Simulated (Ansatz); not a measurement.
## TiO$_{2}$ under strain

Theory: Ansatz, DFT r2SCAN, scalar-relativistic, plane waves, PAW. Settings: 500 eV cutoff, 6×6×4 k-mesh, Gaussian smearing of 0.02 eV, no spin polarisation.

Reference structure (relaxed):

```xyz
12
Lattice="3.7777 0.0000 0.0000 0.0000 3.7777 0.0000 0.0000 0.0000 9.5840" Properties=species:S:1:pos:R:3 pbc="T T T"
Ti    0.0000    1.8889    7.1880
Ti    1.8889    1.8889    0.0000
Ti    1.8889    0.0000    2.3960
Ti    0.0000    0.0000    4.7920
O     0.0000    1.8889    9.1743
O     1.8889    1.8889    7.5978
O     1.8889    0.0000    0.4097
O     0.0000    0.0000    6.7783
O     1.8889    0.0000    4.3823
O     0.0000    0.0000    2.8058
O     0.0000    1.8889    5.2018
O     1.8889    1.8889    1.9863
```

Deformation: biaxial strain in the a-b plane, with the length and tilt of c and the atoms relaxed, all within the symmetry that the strain leaves. Energies are extrapolated to zero smearing. Gaps are generalised Kohn–Sham gaps over the whole zone.

| strain (%) | ΔE (meV/atom) | a (Å) | b (Å) | c (Å) | gap (eV) |
| --- | --- | --- | --- | --- | --- |
| -3.0 | 19.0 | 3.664 | 3.664 | 10.052 | 2.88 |
| -2.0 | 8.5 | 3.702 | 3.702 | 9.887 | 2.76 |
| -1.0 | 2.1 | 3.740 | 3.740 | 9.731 | 2.64 |
| +0.0 | 0.0 | 3.778 | 3.778 | 9.584 | 2.53 |
| +1.0 | 2.1 | 3.815 | 3.815 | 9.451 | 2.43 |
| +2.0 | 8.6 | 3.853 | 3.853 | 9.332 | 2.35 |
| +3.0 | 19.3 | 3.891 | 3.891 | 9.226 | 2.28 |

Q: What stiffness (1/V) d²E/dε² at zero strain does a cubic fit over all points give?

A: A cubic fit gives (1/V) d²E/dε² = 597 GPa at zero strain (twice the biaxial modulus).

Q: How does the free axis c answer a small strain?

A: Between the innermost points its strain is -1.46 times the applied one.

Q: How fast does the gap move with strain on either side?

A: -108 meV per percent on the compressed side and -97 meV per percent on the stretched side.